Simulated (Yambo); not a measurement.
Yambo run on Mg$_{2}$FeH$_{6}$ (space group Fm-3m, No. 225). The wavefunctions are PBEsol (pw.x of Quantum ESPRESSO, ONCV potentials, no spin-orbit coupling) ones on a 4×4×4 mesh (21 occupied bands); a = 4.494 Å, b = 4.494 Å, c = 4.494 Å, α = 60.00°, β = 60.00°, γ = 60.00°.

Yambo input:

```
rim_cut
HF_and_locXC
RandQpts= 1000000
RandGvec= 1 Ry
EXXRLvcs= 90 Ry
VXCRLvcs= 360 Ry
% QPkrange
 1 | 1 | 21 | 22 |
 3 | 3 | 21 | 22 |
 7 | 7 | 21 | 22 |
 8 | 8 | 21 | 22 |
%
```

k points by index: 1 = Γ, 3 = L, 7 = X, 8 = W.

Resulting energies as the program prints them:

```
#    K-point    Band    Eo [eV]    Ehf [eV]    Vxc [eV]    Vnlxc [eV]
#
    1    21    -0.784323    -5.857500    -21.53071    -26.60389
    1    22    5.287508    9.829492    -16.55935    -12.01736
    3    21    -0.295501    -5.402346    -24.02362    -29.13046
    3    22    3.452726    9.179761    -20.87872    -15.15168
    7    21    -0.216767E-3    -5.337475    -25.33568    -30.67294
    7    22    1.758338    7.226716    -21.78851    -16.32013
    8    21    0.000000    -5.337682    -25.33727    -30.67495
    8    22    2.911008    8.324656    -19.41348    -13.99983
```
Exchange alone, without screening.

Geometry of the Materials Project entry, not relaxed at this level.

The runs are not spin-polarised; magnetic order was not tried.
